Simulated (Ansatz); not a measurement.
ScPtN$_{2}$:
Space group R-3m, hexagonal axes (No. 166); a = 3.2392 Å, b = 3.2392 Å, c = 17.9185 Å, α = 90.00°, β = 90.00°, γ = 120.00°

```tsv
atom	site	symmetry	x	y	z
Sc	3b	-3m	0.0000	0.0000	0.5000
Pt	3a	-3m	0.0000	0.0000	0.0000
N	6c	3m	0.0000	0.0000	0.1045
```
(The calculation used a cell of 4 atoms; values per cell refer to that cell.)

Relaxed at zero pressure with r²SCAN (plane waves, PAW; program Ansatz).

The volume is raised by 6 % and shape and atoms relax at that volume. What pressure results, and how do the axes share the change?

-5.4 GPa; a 3.6 %, b 3.6 %, c -1.3 %; the energy rises by 15 meV/atom.

Give the new structure.


Space group R-3m, hexagonal axes (No. 166); a = b = 3.357 Å, c = 17.687 Å, α = β = 90.00°, γ = 120.00°

```json
[
 {"atom": "Sc", "site": "3b", "symmetry": "-3m", "x": "0.0000", "y": "0.0000", "z": "0.5000"},
 {"atom": "Pt", "site": "3a", "symmetry": "-3m", "x": "0.0000", "y": "0.0000", "z": "0.0000"},
 {"atom": "N", "site": "6c", "symmetry": "3m", "x": "0.0000", "y": "0.0000", "z": "0.1058"}
]
```

The phase is kept; no other phase was compared at this pressure.

The start of the workflow was typed in or built on a structure type; neither database checked (COD, Materials Project) lists it. Whether it is the stable phase at ambient conditions was not checked. The cell was relaxed with r²SCAN under the symmetry of its start; whether a distortion lowers the energy is not shown. The run is not spin-polarised. Spin–orbit coupling is left out wherever it is not named.

Potentials: the later of the program's two PAW sets.
